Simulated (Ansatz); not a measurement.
Y₃Cu₄Ge₄ in space group Immm (No. 71; Pearson symbol oI22), the program Ansatz at the r²SCAN level (PAW), all energies at zero smearing, with the estimated change up to a 700 eV cutoff added, with one set of potentials and settings (totals compare only within such a set). Cell of 11 atoms (3 Y, 4 Cu, 4 Ge): -55323.416 eV.

| element | reference phase | E (eV/atom) |
|---|---|---|
| Y | P6_3/mmc, 2 atoms in the cell | -3859.7073 |
| Cu | Fm-3m, 1 atoms in the cell | -6631.2396 |
| Ge | Fd-3m, 2 atoms in the cell | -4302.9041 |

Formation energy per atom, worked out: (-55323.416 − 3×(-3859.7073) − 4×(-6631.2396) − 4×(-4302.9041))/11 = -0.702 eV/atom (-68 kJ per mol of atoms), at 0 K, without zero-point energy or fitted corrections.

The workflow started from a Materials Project entry (that database holds measured and hypothetical structures alike); the Crystallography Open Database copy checked does not list it. Whether it is the stable phase at ambient conditions was not checked. The cell was relaxed with r²SCAN under the symmetry of its start; whether a distortion lowers the energy is not shown. The run is not spin-polarised. The references are the lowest solids computed at this level, not always the standard phases.

Potentials: the later of the program's two PAW sets.
